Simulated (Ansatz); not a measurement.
**Random displacements in Ag**

These are results of DFT PBEsol, scalar-relativistic, plane waves, PAW (Ansatz), not measurements. Cutoff 420 eV, Γ-centred 10×10×10 k-points, Gaussian smearing of 0.15 eV. No spin polarisation. Energies are free energies at this smearing, counted from the undisturbed cell; pressure is positive in compression.

The starting cell (as given, not relaxed at this level):

```
Ag
1.0
    -4.08620   -4.08620    0.00000
     0.00000   -4.08620    4.08620
    -4.08620    0.00000    4.08620
Ag
8
Direct
  0.50000 0.00000 0.00000
  0.00000 0.00000 0.00000
  0.50000 0.50000 0.00000
  0.00000 0.50000 0.00000
  0.50000 0.00000 0.50000
  0.00000 0.00000 0.50000
  0.50000 0.50000 0.50000
  0.00000 0.50000 0.50000
```

The atoms are displaced (Å, in the unstrained cell):

```csv
atom,ux,uy,uz
Ag1,0.032,-0.015,0.034
Ag2,0.045,-0.002,-0.051
Ag3,0.005,-0.009,-0.009
Ag4,0.002,0.000,-0.024
Ag5,-0.003,0.053,-0.005
Ag6,-0.021,-0.023,-0.018
Ag7,0.011,0.001,0.030
Ag8,-0.072,-0.006,0.042
```

Strain (Voigt, engineering shear): (0.0172, -0.0354, -0.0116, 0.0376, -0.1124, 0.0154).

What are the energy change, the stress and the forces?

ΔE = 48.1 meV/atom; stress (xx, yy, zz, yz, xz, xy; compression positive) (2.75, 2.66, 4.26, -2.34, 5.08, -0.41) GPa.
```csv
atom,Fx (eV/Å),Fy,Fz
Ag1,-0.25,0.12,-0.41
Ag2,-0.33,0.29,0.28
Ag3,-0.16,0.10,0.25
Ag4,0.14,0.19,0.34
Ag5,-0.10,-0.58,-0.07
Ag6,0.44,0.06,0.36
Ag7,-0.26,-0.09,-0.55
Ag8,0.52,-0.09,-0.20
```

Cost: 1 run of about 8.1 core-minutes, on Arm Neoverse V2 (shared hosts).